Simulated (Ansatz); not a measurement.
Relaxed LiF (rock salt):

```xyz
2
Lattice="0.0000 2.0039 2.0039 2.0039 0.0000 2.0039 2.0039 2.0039 0.0000" Properties=species:S:1:pos:R:3 pbc="T T T"
F      0.0000     0.0000     0.0000
Li     2.0039     2.0039     2.0039
```

In this cell atom 1 (F, nearest neighbour Li at 2.004 Å; its periodic images, 2.8 Å or more away, move with it) is moved by u·(0.707, 0.707, 0.000) + v·(0.000, 0.000, 1.000); the rest is frozen.

Computed with PBEsol (plane waves to 420 eV, PAW, scalar-relativistic; Ansatz, a first-principles code). k mesh 11×11×11 (Γ-centred), Fermi-Dirac smearing 0.05 eV. E stands for the smeared free energy. LiF was relaxed with its symmetry unable to fall. ΔE is measured from the undisplaced structure. Axes are in Å.

Problem. Give the computed ΔE (meV/cell) at all points of the grid u = -0.500, -0.333, -0.167, 0.000, 0.167, 0.333, 0.500 by v = -0.500, -0.333, -0.167, 0.000, 0.167, 0.333, 0.500.

Solution. ΔE (meV/cell), with u across and v down:

```csv
v \ u,-0.500,-0.333,-0.167,0.000,0.167,0.333,0.500
-0.500,446,468,506,524,506,468,446
-0.333,288,197,159,150,159,197,288
-0.167,264,119,47,27,47,119,264
0.000,268,106,24,0,24,106,268
0.167,264,119,47,27,47,119,264
0.333,288,197,159,150,159,197,288
0.500,446,468,506,524,506,468,446
```

(For displaced atoms, the force is minus the slope of the energy, and its curvature is a force constant, which sets phonon frequencies.)
